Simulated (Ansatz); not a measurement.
# Infrared modes and screening in HfSn3O8 (tetragonal HfO2 sites, Pmm2)

Perturbation theory with PBEsol in Ansatz on the PBEsol cell, ground state and force constants on a 6×4×4 mesh. All values are calculated for a non-magnetic cell, which may be hypothetical.

The symmetry is Pmm2 (No. 25, orthorhombic); a = 3.521 Å, b = 7.213 Å, c = 5.358 Å in the conventional setting, 11.34 Å³ an atom. Hf is surrounded by 8 O at 2.01–2.43 Å; Sn is surrounded by 8 O at 2.03–2.51 Å; O is surrounded by 3 Sn at 2.02–2.43 Å and 1 Hf at 2.06 Å; O is surrounded by 2 Sn at 2.05 Å and 2 Hf at 2.43 Å; O is surrounded by 2 Hf at 2.01 Å and 2 Sn at 2.48 Å; O is surrounded by 3 Sn at 2.03–2.56 Å and 1 Hf at 2.40 Å; Sn is surrounded by 8 O at 2.02–2.56 Å; O is surrounded by 4 Sn at 2.04–2.42 Å (further sites aren't listed).

```xyz
12
Lattice="3.5210 0.0000 0.0000 0.0000 7.2131 0.0000 0.0000 0.0000 5.3579" Properties=species:S:1:pos:R:3 pbc="T T T"
Hf    1.7605    0.0000    2.6985
Sn    0.0000    5.4218    0.0222
O     1.7605    5.4055    1.7002
O     0.0000    0.0000    1.0228
O     0.0000    0.0000    3.6600
O     1.7605    5.4801    4.3652
Sn    1.7605    3.6065    2.6219
Sn    0.0000    1.7912    0.0222
O     1.7605    1.8076    1.7002
O     0.0000    3.6065    0.9598
O     0.0000    3.6065    3.6512
O     1.7605    1.7330    4.3652
```

Optical modes without the longitudinal term (negative means imaginary):

| ω (cm⁻¹) | degeneracy | IR intensity, summed over the level ((D/Å)²/amu) |
| --- | --- | --- |
| -45 | 1 | 24.18 |
| 33 | 1 | 23.35 |
| 96 | 1 | 0.00 |
| 97 | 1 | 2.03 |
| 111 | 1 | 0.69 |
| 115 | 1 | 0.18 |
| 127 | 1 | 0.34 |
| 129 | 1 | 0.68 |
| 203 | 1 | 0.61 |
| 209 | 1 | 0.00 |
| 222 | 1 | 0.08 |
| 267 | 1 | 13.66 |
| 268 | 1 | 0.02 |
| 275 | 1 | 1.65 |
| 283 | 1 | 0.00 |
| 310 | 1 | 56.63 |
| 339 | 1 | 0.79 |
| 353 | 1 | 0.64 |
| 364 | 1 | 0.18 |
| 368 | 1 | 0.03 |
| 385 | 1 | 1.89 |
| 514 | 1 | 25.14 |
| 541 | 1 | 0.02 |
| 546 | 1 | 55.19 |
| 551 | 1 | 28.16 |
| 567 | 1 | 0.07 |
| 577 | 1 | 0.00 |
| 618 | 1 | 1.33 |
| 629 | 1 | 0.00 |
| 665 | 1 | 0.35 |
| 691 | 1 | 0.02 |
| 693 | 1 | 0.68 |
| 696 | 1 | 0.27 |

One optical level at Γ is imaginary (45i cm⁻¹, printed negative). The program warns that the force constants, and all that is formed from them, aren't settled on this k mesh, so whether the cell is unstable needs a finer one. Of the real levels 27 are infrared active, the strongest at 310 cm⁻¹.

ε∞: 5.51, 5.40 and 5.16 along x, y and z. Born charges, averaged over directions: Hf +5.16, Sn +4.45 to +4.47, O -2.64 to -2.21 e. The program notes that the ground state's band table doesn't vouch for all the bands that the response reads.

For comparison, on the r2SCAN cell the mean ε∞ is 4.69 with r2SCAN (ground state on 6×4×4; least gap 2.37 eV).

No spin-orbit coupling is included; it can move band edges with weight on the heavy atoms by tenths of an eV.
